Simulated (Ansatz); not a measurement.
Polymorphs of SiO2, each relaxed with HSE06 (plane waves, PAW; program Ansatz):

A: Pn-3m
a = 3.772 Å, b = 3.772 Å, c = 3.772 Å, α = 90.00°, β = 90.00°, γ = 90.00°

| atom | site | symmetry | x | y | z |
|---|---|---|---|---|---|
| Si | 2a | -43m | 0.0000 | 0.0000 | 0.0000 |
| O | 4b | .-3m | 0.2500 | 0.2500 | 0.2500 |

B: rutile (P4_2/mnm)
a = 4.180 Å, b = 4.180 Å, c = 2.661 Å, α = 90.00°, β = 90.00°, γ = 90.00°

| atom | site | symmetry | x | y | z |
|---|---|---|---|---|---|
| Si | 2a | m.mm | 0.0000 | 0.0000 | 0.0000 |
| O | 4f | m.2m | 0.3063 | 0.3063 | 0.0000 |

Q: Rank these by energy per atom at 0 K (lowest first), as HSE06 gives it.

A: B (+0 meV/atom), A (+217 meV/atom)

Q: Give each one's gap.

A: A 6.89 eV; B 7.77 eV.

Not the usual ambient phase: A; B. All cells were relaxed under the symmetry of their starts (and spin orders); stability against distortions was not tested throughout.

Potentials: the earlier of the program's two PAW sets.
